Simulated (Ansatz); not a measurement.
Relaxed-ion elastic tensor of BN in space group P6_3/mmc (No. 194; B on 2b, N on 2c) in GPa (Voigt order), the program Ansatz at the r²SCAN+D4 level (PAW); density 2.29 g/cm³, 9.00 Å³ per atom.

```
      1     2     3    4    5    6
-  ----  ----  ----  ---  ---  ---
1   915   202  -3.9  0.0  0.0  0.0
2   202   915  -3.9  0.0  0.0  0.0
3  -3.9  -3.9  33.3  0.0  0.0  0.0
4   0.0   0.0   0.0  3.4  0.0  0.0
5   0.0   0.0   0.0  0.0  3.5  0.0
6   0.0   0.0   0.0  0.0  0.0  357
```

Problem. Is the crystal mechanically stable?

Solution. Yes: the smallest eigenvalue of C is 3.4 GPa.

Problem. Work out the Voigt and Reuss bounds. Is their mean of use?

Solution. K_V = 250, K_R = 30.9; G_V = 184, G_R = 8.0 GPa. The bounds lie so far apart that a Hill average or a Debye temperature from it would say little.

The start of the workflow was typed in or built on a structure type. Its sites differ from those of the usual phase in this space group: another stacking or structure type. The cell was relaxed with r²SCAN+D4 under the symmetry of its start; whether a distortion lowers the energy is not shown. The volume moved by 53 % from the start of the relaxation.

Potentials: the later of the program's two PAW sets.
